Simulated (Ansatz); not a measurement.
ZrTiB$_{4}$:
Space group Pmmm (No. 47); a = 3.091 Å, b = 3.368 Å, c = 5.350 Å, α = β = γ = 90.00°

```csv
atom,site,symmetry,x,y,z
Ti,1a,mmm,0.0000,0.0000,0.0000
B,2t,mm2,0.5000,0.5000,0.1614
B,2r,mm2,0.0000,0.5000,0.3261
Zr,1d,mmm,0.5000,0.0000,0.5000
```

Relaxed with PBEsol.

Which orbitals make up the states near the Fermi level in plane-wave PAW PBEsol (Ansatz code)?

Within 0.5 eV of the Fermi level: Ti 3d 53 %, Zr 4d 26 %, B 2p 19 %. Projections are on Löwdin-orthogonalised atomic valence shells; empty p or d shells of many metals are not among them.

Tabulate the density of states.

States/eV per cell of 6 atoms, in 0.25 eV bins, energy from the Fermi level.

| E (eV) | total | B 2p | Ti 3d | Zr 4d |
|---|---|---|---|---|
| -7.85 | 1.33 | 0.68 | 0.08 | 0.14 |
| -7.60 | 1.30 | 0.69 | 0.08 | 0.14 |
| -7.35 | 1.09 | 0.59 | 0.06 | 0.12 |
| -7.10 | 1.14 | 0.64 | 0.07 | 0.12 |
| -6.85 | 1.23 | 0.72 | 0.07 | 0.13 |
| -6.60 | 1.22 | 0.73 | 0.07 | 0.14 |
| -6.35 | 1.16 | 0.71 | 0.07 | 0.13 |
| -6.10 | 1.29 | 0.82 | 0.08 | 0.15 |
| -5.85 | 1.62 | 1.05 | 0.10 | 0.18 |
| -5.60 | 1.57 | 1.04 | 0.11 | 0.17 |
| -5.35 | 1.69 | 1.19 | 0.12 | 0.17 |
| -5.10 | 2.11 | 1.48 | 0.16 | 0.23 |
| -4.85 | 2.53 | 1.78 | 0.20 | 0.31 |
| -4.60 | 2.27 | 1.57 | 0.20 | 0.28 |
| -4.35 | 2.38 | 1.63 | 0.23 | 0.31 |
| -4.10 | 2.50 | 1.72 | 0.24 | 0.34 |
| -3.85 | 2.85 | 1.93 | 0.30 | 0.42 |
| -3.60 | 3.81 | 2.48 | 0.45 | 0.66 |
| -3.35 | 4.89 | 3.07 | 0.71 | 0.88 |
| -3.10 | 3.26 | 2.02 | 0.54 | 0.55 |
| -2.85 | 3.80 | 2.35 | 0.67 | 0.62 |
| -2.60 | 2.85 | 1.66 | 0.55 | 0.53 |
| -2.35 | 2.10 | 0.93 | 0.62 | 0.48 |
| -2.10 | 2.47 | 0.98 | 0.79 | 0.62 |
| -1.85 | 2.17 | 0.66 | 0.78 | 0.66 |
| -1.60 | 1.74 | 0.48 | 0.68 | 0.53 |
| -1.35 | 1.58 | 0.41 | 0.67 | 0.45 |
| -1.10 | 1.35 | 0.32 | 0.59 | 0.40 |
| -0.85 | 1.03 | 0.22 | 0.46 | 0.32 |
| -0.60 | 0.67 | 0.13 | 0.31 | 0.21 |
| -0.35 | 0.39 | 0.07 | 0.19 | 0.12 |
| -0.10 | 0.44 | 0.08 | 0.23 | 0.12 |
| 0.15 | 0.89 | 0.18 | 0.47 | 0.22 |
| 0.40 | 1.23 | 0.24 | 0.67 | 0.30 |
| 0.65 | 1.65 | 0.30 | 0.94 | 0.37 |
| 0.90 | 1.89 | 0.34 | 1.13 | 0.37 |
| 1.15 | 2.88 | 0.48 | 1.86 | 0.45 |
| 1.40 | 2.83 | 0.45 | 1.84 | 0.43 |
| 1.65 | 2.78 | 0.43 | 1.76 | 0.49 |
| 1.90 | 3.35 | 0.61 | 1.88 | 0.70 |
| 2.15 | 2.98 | 0.60 | 1.48 | 0.74 |
| 2.40 | 3.40 | 0.65 | 1.73 | 0.81 |
| 2.65 | 3.97 | 0.73 | 2.17 | 0.84 |
| 2.90 | 3.68 | 0.61 | 1.99 | 0.83 |
| 3.15 | 3.00 | 0.58 | 1.37 | 0.80 |
| 3.40 | 3.52 | 0.69 | 1.36 | 1.21 |
| 3.65 | 4.39 | 0.85 | 1.61 | 1.60 |
| 3.90 | 3.54 | 0.68 | 1.10 | 1.51 |
| 4.15 | 2.79 | 0.58 | 0.74 | 1.22 |
| 4.40 | 2.63 | 0.64 | 0.52 | 1.16 |
| 4.65 | 2.20 | 0.64 | 0.36 | 0.84 |
| 4.90 | 1.94 | 0.62 | 0.30 | 0.68 |

The start of the workflow was typed in or built on a structure type; neither database checked (COD, Materials Project) lists it. Its standing as an ambient phase is unchecked. The PBEsol relaxation kept the symmetry of its start; whether a distortion lowers the energy is not shown. No spin polarisation was allowed. Scalar-relativistic: spin–orbit coupling is off unless named, which matters more the heavier the elements.

Potentials: the earlier of the program's two PAW sets. The files were generated under PBE; for other functionals the program regenerates the frozen cores, and for LDA and PBEsol the local potential too.
